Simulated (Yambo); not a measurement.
A G0W0@LDA run in Yambo for SnO (space group P4/nmm, No. 129) (4×4×4 Γ-centred k mesh, 138 bands and a 8 Ry block in the screening, 138 bands in G with the Bruneval-Gonze terminator, plasmon pole fitted at 27.2 eV) gives these matrix elements, in eV, at the band edges (Γ → M):

```
state               E0    <Vxc>     <Σx>  <Σc(E0)>      Z
---------------  -----  -------  -------  --------  -----
valence edge     0.000  -16.137  -17.212     0.786  0.794
conduction edge  0.227  -10.267   -7.073    -3.069  0.823
```

Question: Solve the linearised quasiparticle equation for both states, give the gap, and say how exchange and correlation each act on it.

Answer: E = E0 + Z(Σx + Σc − Vxc). Valence: 0.000 + 0.794 × (-17.212 + (0.786) − (-16.137)) = -0.23 eV. Conduction: 0.227 + 0.823 × (-7.073 + (-3.069) − (-10.267)) = 0.33 eV. The gap is 0.56 eV, against 0.23 eV in LDA. Replacing Vxc by bare exchange alone would open it by 4.27 eV; correlation takes back 3.86 eV of that, and Z scales what is left. Nearest settings tried, and what they do to the gap: 108 bands in W, 108 bands in G: -16 meV; 6 Ry block (127 vectors against 205): -58 meV; 4×4×2 mesh: -22 meV. So the settings aren't converged at that level. Spin-orbit splittings are left out.

The standard potential for Sn keeps a d shell in the valence without the s and p states of that shell. In tests on such compounds this moved G0W0 gaps by up to about 0.9 eV, so absolute quasiparticle energies here are unreliable; differences between settings are what counts.

Geometry of the Materials Project entry, not relaxed at this level; primitive cell a = 3.814 Å, b = 3.814 Å, c = 4.887 Å, α = 90.00°, β = 90.00°, γ = 90.00°.

The distance between layers or molecules is the database entry's, not relaxed here. Functionals without dispersion can leave it too large, which widens gaps and weakens the response across layers: the numbers belong to this cell.
